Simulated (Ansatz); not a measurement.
**Sb: stiffness from a series of strains**

```xyz
2
Lattice="2.1506 1.2416 3.7440 -2.1506 1.2416 3.7440 0.0000 -2.4833 3.7440" Properties=species:S:1:pos:R:3 pbc="T T T"
Sb    0.0000    0.0000    2.6242
Sb    0.0000    0.0000    8.6078
```

Atom numbers follow the list: Sb1, Sb2.

The structure is an experimental refinement, used without relaxation.

Spin–orbit coupling is left out, though it moves levels of the heavy atoms by tenths of an eV or more.

Level of theory: DFT, PBEsol, all-electron LAPW, scalar-relativistic (Ansatz 0.2.0).

The runs use a Γ-centred 9×9×9 k mesh, Fermi–Dirac smearing of 0.05 eV, basis error target 0.5 meV/atom, no spin polarisation.

The strain is applied along the Cartesian axes of the cell as listed (γ is the engineering shear, twice εxy = εyz = εzx). Fractional coordinates are held (clamped ions).

σ is the change of stress from the unstrained cell, which is at 0.43 GPa; tension is positive, so slopes are stress–strain coefficients at that pressure. In a metal the k mesh adds noise.

Only quantities that a quadratic follows smoothly over the whole series are listed; rougher ones are left out.

```csv
γ,σxy (GPa),σyz (GPa)
-0.0300,-0.25,-1.84
-0.0200,-0.17,-1.23
-0.0100,-0.08,-0.61
0.0000,0.00,0.00
0.0100,0.07,0.60
0.0300,0.22,1.71
```

Q: Fit the series and read off the stiffness at zero strain.

A: Least-squares fits y = p0 + p1 x + p2 x² to the rows give σxy (GPa): p1 = 7.84, p2 = -14; σyz (GPa): p1 = 59.4, p2 = -74.

Q: One run, at γ = 0.0200, is withheld. Predict its row.

A: The fits give 0.15, 1.16; the run gave 0.15, 1.17.
